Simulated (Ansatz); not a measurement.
SrMoO3:
```
SrMoO3
1.0
    3.95333     0.00000     0.00000
    0.00000     3.95333     0.00000
    0.00000     0.00000     3.95333
Sr Mo O
1 1 3
Direct
  0.50000   0.50000   0.50000
  0.00000   0.00000   0.00000
  0.50000   0.00000   0.00000
  0.00000   0.50000   0.00000
  0.00000   0.00000   0.50000
```

Relaxed with HSE06. Special points in fractions of this cell's reciprocal vectors: Γ (0.000, 0.000, 0.000); X (0.000, 0.500, 0.000); M (0.500, 0.500, 0.000); R (0.500, 0.500, 0.500).

Task: List the band energies nearest the Fermi level at these points for DFT-HSE06 in the program Ansatz with PAW potentials.

Result: In eV from the Fermi level; about four levels below and three above (degenerate sets whole), none deeper than 8.9 eV; points with the same levels are listed once.

```tsv
k	below	above
Γ	-5.16 -5.16 -5.16 -2.52 -2.52 -2.52	2.34 2.34 2.56 2.56
X	-6.63 -5.46 -5.46 -2.30	0.66 0.66 2.36
M	-6.30 -6.30 -6.23 -4.73	0.71 0.71 1.74
R	-4.65 -4.65 -4.65	2.05 2.05 2.05
```

Space group Pm-3m (cubic perovskite). The workflow started from a Materials Project entry (that database holds measured and hypothetical structures alike); the Crystallography Open Database copy checked does not list it. Its standing as an ambient phase is unchecked. Symmetry was held in the HSE06 relaxation; whether a distortion lowers the energy is not shown. The workflow began spin-polarised and lost its moments. The hybrid run found no gap, on a coarse k-mesh. Spin–orbit coupling is left out wherever it is not named.

Potentials: the later of the program's two PAW sets.
